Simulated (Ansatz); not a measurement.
Data:

GaN (wurtzite)

```
GaN
1.0
    3.21838     0.00000     0.00000
   -1.60919     2.78720     0.00000
    0.00000     0.00000     5.24320
Ga N
2 2
Direct
  0.66667   0.33333   0.00096
  0.33333   0.66667   0.50096
  0.66667   0.33333   0.62424
  0.33333   0.66667   0.12424
```

In each cell atom 2 (Ga, nearest neighbour N at 1.967 Å; its periodic images, 3.2 Å or more away, move with it) moves by s·(0.707, 0.707, 0.000) (along Cartesian [110]), the rest being held.

Level of theory: PBE (plane waves to 420 eV, PAW, scalar-relativistic; Ansatz, a quantum-chemistry and plane-wave program). k mesh 10×10×5 (Γ-centred), Fermi-Dirac smearing 0.05 eV. Energies are smeared free energies. GaN was relaxed with its symmetry unable to fall. The zero of ΔE is the undisplaced structure.

The scan covers s from -0.200 to 0.200 Å in 11 points.

### Question
Is this a single well or a double well?

### Answer
A single well with its minimum at or next to zero displacement.

### Question
Is the energy the same for displacements of ±0.200 Å, and if not, which side lies higher?

### Answer
Not even: the negative side lies higher at ±0.200 Å. With its periodic images moving along, the atom's site symmetry in this cell is 3m..

### Question
What is the force constant k = d²E/ds² of this move at s = 0?

### Answer
12.2 eV/Å².

(For displaced atoms, the force is minus the slope of the energy, and its curvature is a force constant, which sets phonon frequencies.)
